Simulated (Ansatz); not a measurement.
Stress against strain in ScIn3

```
CELL_PARAMETERS angstrom
4.46000 0.00000 0.00000
0.00000 4.46000 0.00000
0.00000 0.00000 4.46000
ATOMIC_POSITIONS crystal
Sc 0.00000 0.00000 0.00000
In 0.00000 0.50000 0.50000
In 0.50000 0.00000 0.50000
In 0.50000 0.50000 0.00000
```

Atoms are numbered in the order listed.

The cell is COD entry 1539387, as deposited and not checked against the literature; nothing was relaxed.

Spin–orbit coupling is left out, though it moves levels of the heavy atoms by tenths of an eV or more.

These are results of DFT, PBEsol, all-electron LAPW, scalar-relativistic in Ansatz 0.2.0, not measurements.

Numerical set-up: a Γ-centred 8×8×8 k mesh, Fermi–Dirac smearing of 0.08 eV, basis error target 1 meV/atom, no spin polarisation.

The strain is applied along the Cartesian axes of the cell as listed (the other components stay zero). Fractional coordinates are held (clamped ions).

σ is the change of stress from the unstrained cell, which is at -0.29 GPa; tension is positive, so slopes are stress–strain coefficients at that pressure. In a metal the k mesh adds noise.

Only quantities that a quadratic follows smoothly over the whole series are listed; rougher ones are left out.

```csv
εzz,σzz (GPa),σxx (GPa)
-0.0200,-2.22,-0.95
-0.0100,-1.06,-0.46
0.0000,0.00,0.00
0.0200,1.88,0.85
```

Fit the series and read off the stiffness at zero strain.

Least-squares fits y = p0 + p1 x + p2 x² to the rows give σzz (GPa): p1 = 102, p2 = -430; σxx (GPa): p1 = 45, p2 = -130. So C11 = 102 GPa and C12 = 45 GPa, which gives B = (C11 + 2 C12)/3 = 64 GPa.

One run, at εzz = 0.0100, is withheld. Predict its row.

The fits give 0.98, 0.44; the run gave 0.97, 0.44.
